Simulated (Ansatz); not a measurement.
Relaxation of a relaxed K cell, doubled along one cell vector, shaken by Gaussian noise of σ = 0.08 Å a coordinate; 2 atoms in the cell, which starts as P-1 (No. 2), aP2; a = 4.3016 Å, b = 4.3016 Å, c = 8.6031 Å, α = 90.00°, β = 90.00°, γ = 90.00°. Method: r2SCAN (plane waves to 500 eV, PAW, scalar-relativistic; Ansatz, a program for electronic structure). Γ-centred k-mesh 4×8×8 on the run's cell (coarser than for final values), Fermi–Dirac smearing 0.05 eV. This is the first round of the run. 

The optimiser's lines from the output (shortened; P is positive under compression):

```
relax step   1: F+E_penalty+E_count = -3084.75378793 eV  Δ(F+E_penalty+E_count) = +0.000e0 eV  max|allowed force component| = 5.602e-2 eV/Å  Δτ_max = 0.0000 Å  P = -0.004 GPa  Ω = 159.189 Å³  (8 SCF iters, dr2 threshold 1.00e-7 eV, accepted)
relax step   2: F+E_penalty+E_count = -3084.75534196 eV  Δ(F+E_penalty+E_count) = -1.554e-3 eV  max|allowed force component| = 4.559e-2 eV/Å  Δτ_max = 0.0209 Å  P = -0.005 GPa  Ω = 159.099 Å³  (5 SCF iters, dr2 threshold 1.96e-7 eV, accepted)
relax step   3: F+E_penalty+E_count = -3084.76648816 eV  Δ(F+E_penalty+E_count) = -1.115e-2 eV  max|allowed force component| = 2.793e-2 eV/Å  Δτ_max = 0.1951 Å  P = +0.000 GPa  Ω = 158.362 Å³  (10 SCF iters, dr2 threshold 1.30e-7 eV, accepted)
relax step   4: F+E_penalty+E_count = -3084.78038982 eV  Δ(F+E_penalty+E_count) = -1.390e-2 eV  max|allowed force component| = 6.359e-2 eV/Å  Δτ_max = 0.1907 Å  P = +0.010 GPa  Ω = 157.703 Å³  (10 SCF iters, dr2 threshold 4.87e-8 eV, accepted)
relax step   5: F+E_penalty+E_count = -3084.79953283 eV  Δ(F+E_penalty+E_count) = -1.914e-2 eV  max|allowed force component| = 9.237e-2 eV/Å  Δτ_max = 0.1950 Å  P = +0.022 GPa  Ω = 157.005 Å³  (9 SCF iters, dr2 threshold 2.00e-7 eV, accepted)
relax step   6: F+E_penalty+E_count = -3084.82163225 eV  Δ(F+E_penalty+E_count) = -2.210e-2 eV  max|allowed force component| = 1.119e-1 eV/Å  Δτ_max = 0.1996 Å  P = +0.038 GPa  Ω = 156.287 Å³  (10 SCF iters, dr2 threshold 2.00e-7 eV, accepted)
relax step   7: F+E_penalty+E_count = -3084.84233503 eV  Δ(F+E_penalty+E_count) = -2.070e-2 eV  max|allowed force component| = 1.251e-1 eV/Å  Δτ_max = 0.1982 Å  P = +0.060 GPa  Ω = 155.564 Å³  (10 SCF iters, dr2 threshold 2.00e-7 eV, accepted)
relax step   8: F+E_penalty+E_count = -3084.87133305 eV  Δ(F+E_penalty+E_count) = -2.900e-2 eV  max|allowed force component| = 1.096e-1 eV/Å  Δτ_max = 0.1968 Å  P = +0.049 GPa  Ω = 154.962 Å³  (10 SCF iters, dr2 threshold 2.00e-7 eV, accepted)
relax step   9: F+E_penalty+E_count = -3084.90328984 eV  Δ(F+E_penalty+E_count) = -3.196e-2 eV  max|allowed force component| = 7.241e-2 eV/Å  Δτ_max = 0.1935 Å  P = +0.012 GPa  Ω = 154.396 Å³  (10 SCF iters, dr2 threshold 2.00e-7 eV, accepted)
relax step  10: F+E_penalty+E_count = -3084.92660622 eV  Δ(F+E_penalty+E_count) = -2.332e-2 eV  max|allowed force component| = 9.662e-3 eV/Å  Δτ_max = 0.1921 Å  P = -0.006 GPa  Ω = 153.629 Å³  (10 SCF iters, dr2 threshold 2.00e-7 eV, accepted)
relax step  11: F+E_penalty+E_count = -3084.92305849 eV  Δ(F+E_penalty+E_count) = +3.548e-3 eV  max|allowed force component| = 3.707e-2 eV/Å  Δτ_max = 0.1947 Å  P = +0.035 GPa  Ω = 152.459 Å³  (10 SCF iters, dr2 threshold 2.00e-7 eV, rejected (line search))
relax step  12: F+E_penalty+E_count = -3084.93686615 eV  Δ(F+E_penalty+E_count) = -1.026e-2 eV  max|allowed force component| = 6.527e-3 eV/Å  Δτ_max = 0.0154 Å  P = +0.022 GPa  Ω = 152.355 Å³  (14 SCF iters, accepted)
relax step  13: F+E_penalty+E_count = -3084.94381605 eV  Δ(F+E_penalty+E_count) = -6.950e-3 eV  max|allowed force component| = 2.906e-3 eV/Å  Δτ_max = 0.0221 Å  P = +0.041 GPa  Ω = 151.684 Å³  (8 SCF iters, dr2 threshold 1.11e-7 eV, accepted)
relax step  14: F+E_penalty+E_count = -3084.95004158 eV  Δ(F+E_penalty+E_count) = -6.226e-3 eV  max|allowed force component| = 2.131e-3 eV/Å  Δτ_max = 0.0216 Å  P = +0.049 GPa  Ω = 151.555 Å³  (9 SCF iters, dr2 threshold 3.23e-8 eV, accepted)
relax step  15: F+E_penalty+E_count = -3084.95390234 eV  Δ(F+E_penalty+E_count) = -3.861e-3 eV  max|allowed force component| = 1.028e-3 eV/Å  Δτ_max = 0.0098 Å  P = +0.049 GPa  Ω = 151.578 Å³  (9 SCF iters, dr2 threshold 2.07e-8 eV, accepted)
relax step  16: F+E_penalty+E_count = -3084.95412614 eV  Δ(F+E_penalty+E_count) = -2.238e-4 eV  max|allowed force component| = 6.463e-4 eV/Å  Δτ_max = 0.0042 Å  P = +0.034 GPa  Ω = 152.230 Å³  (8 SCF iters, dr2 threshold 8.13e-9 eV, accepted)
relax step  17: F+E_penalty+E_count = -3084.95576722 eV  Δ(F+E_penalty+E_count) = -1.641e-3 eV  max|allowed force component| = 2.241e-3 eV/Å  Δτ_max = 0.0031 Å  P = -0.021 GPa  Ω = 154.713 Å³  (9 SCF iters, dr2 threshold 4.38e-9 eV, accepted)
relax step  18: F+E_penalty+E_count = -3084.96620248 eV  Δ(F+E_penalty+E_count) = -1.044e-2 eV  max|allowed force component| = 3.104e-3 eV/Å  Δτ_max = 0.0014 Å  P = -0.050 GPa  Ω = 155.686 Å³  (9 SCF iters, dr2 threshold 1.98e-8 eV, accepted)
relax step  19: F+E_penalty+E_count = -3084.97101503 eV  Δ(F+E_penalty+E_count) = -4.813e-3 eV  max|allowed force component| = 1.645e-3 eV/Å  Δτ_max = 0.0042 Å  P = -0.033 GPa  Ω = 154.362 Å³  (10 SCF iters, dr2 threshold 5.49e-8 eV, accepted)
relax step  20: F+E_penalty+E_count = -3084.97119945 eV  Δ(F+E_penalty+E_count) = -1.844e-4 eV  max|allowed force component| = 2.947e-3 eV/Å  Δτ_max = 0.0063 Å  P = -0.005 GPa  Ω = 153.132 Å³  (8 SCF iters, dr2 threshold 4.04e-9 eV, accepted)
relax step  21: F+E_penalty+E_count = -3084.97122117 eV  Δ(F+E_penalty+E_count) = -2.173e-5 eV  max|allowed force component| = 8.640e-4 eV/Å  Δτ_max = 0.0052 Å  P = +0.001 GPa  Ω = 152.893 Å³  (10 SCF iters, accepted)
relax step  22: F+E_penalty+E_count = -3084.97290031 eV  Δ(F+E_penalty+E_count) = -1.679e-3 eV  max|allowed force component| = 8.631e-4 eV/Å  Δτ_max = 0.0000 Å  P = +0.005 GPa  Ω = 152.893 Å³  stress off target by 1.13e-2 GPa  SCF on the basis re-selected at this cell (its energy is not comparable with the rows above)  (7 SCF iters)
```

From the first to the last row the energy changes by -0.11 eV/atom and the volume by -4.0 %. The last row is marked as not comparable with the walk above it, whose basis was carried along; it does compare with step 1, since both stand on a basis selected at the nominal cutoff for their own cell.

Step 11 was rejected by the optimiser.

Later rounds, restarted from the end of this one on a renewed k-mesh, logged 13 more steps. The final structure after all rounds: Im-3m (No. 229), cI2, bcc (W type); a = b = c = 5.3464 Å, α = β = γ = 90.00°. Between re-selections the logged energies stand on a plane-wave basis carried along with the cell. No spin polarisation in the result.

The run could not lose the symmetry of its start.

Of the parent cell (Pm-3m (No. 221)): it is a generated cell of K: the first start was made by placing the elements on the sites of a structure type, and the end was not matched to a known phase here, so it may be hypothetical. Known forms of K include space group No. 229.
